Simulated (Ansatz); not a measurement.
SbSI:
Space group Pnma (No. 62); a = 8.293 Å, b = 4.014 Å, c = 9.937 Å, α = 90.00°, β = 90.00°, γ = 90.00°

```csv
atom,site,symmetry,x,y,z
Sb,4c,.m.,0.1275,0.7500,0.1244
S,4c,.m.,0.1590,0.2500,0.9512
I,4c,.m.,0.4889,0.2500,0.1692
```

Relaxed with LDA. 

Question: HSE06 on this cell (Ansatz, an electronic-structure program, PAW) gives a gap of 2.14 eV. What does LDA give?

Answer: 1.41 eV.

Cost on shared cores: the LDA run (SCF on a 4×7×3 mesh, then bands and DOS) around 9 core-minutes (rough), the HSE06 run (SCF on 2×4×2, then a few points) about 9 core-minutes (a rough figure); the tasks are unlike.

The first step of the workflow began from a Materials Project structure, measured or hypothetical; the Crystallography Open Database files this formula in space group No. 62, but the cells were not matched. Its standing as an ambient phase is unchecked. Symmetry was held in the LDA relaxation; its stability against distortions is not shown here. A crystal of weakly bound chains computed without a dispersion correction: the cell and the soft elastic constants depend strongly on that. Scalar-relativistic: spin–orbit coupling is off unless named, which matters more the heavier the elements.

Potentials: the later of the program's two PAW sets.

Ansatz is a plane-wave DFT program.
